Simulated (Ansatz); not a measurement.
ZrAg:
```
CELL_PARAMETERS angstrom
      0.00000     2.83408     2.83408
      2.83408     0.00000     2.83408
      2.83408     2.83408     0.00000
ATOMIC_POSITIONS crystal
  Ag 0.00000 0.00000 0.00000
  Zr 0.50000 0.50000 0.50000
```

Relaxed with PBE. Special points in fractions of this cell's reciprocal vectors: Γ (0.000, 0.000, 0.000); X (0.500, 0.000, 0.500); U (0.625, 0.250, 0.625); K (0.375, 0.375, 0.750); L (0.500, 0.500, 0.500); W (0.500, 0.250, 0.750).

**Question.** List the band energies nearest the Fermi level at these points for PBE in the plane-wave PAW code Ansatz.

**Answer.** In eV from the Fermi level; about four levels below and three above (degenerate sets whole), none deeper than 8.9 eV; points with the same levels are listed once.

| k | below | above |
|---|---|---|
| Γ | -5.84 -5.84 -5.50 -5.50 -5.50 | 1.35 1.35 1.35 |
| X | -4.81 -4.81 -3.43 -0.59 | 0.51 2.42 2.42 |
| U | -4.88 -2.96 -0.58 -0.48 | 0.95 2.13 2.47 |
| L | -2.96 -1.92 -0.38 -0.38 | 1.95 1.95 3.09 |
| W | -2.76 -0.34 -0.34 -0.11 | 2.42 3.34 3.34 |

Space group Fm-3m (rock salt). The start of the workflow was typed in or built on a structure type; neither database checked (COD, Materials Project) lists it. COD files the formula under space group No. 129. Whether it is the stable phase at ambient conditions was not checked. The PBE relaxation kept the symmetry of its start; whether a distortion lowers the energy is not shown. The run is not spin-polarised. Its formation energy is positive at this level, so the cell may be metastable or incomplete. Scalar-relativistic: spin–orbit coupling is off unless named, which matters more the heavier the elements.

Potentials: the later of the program's two PAW sets.
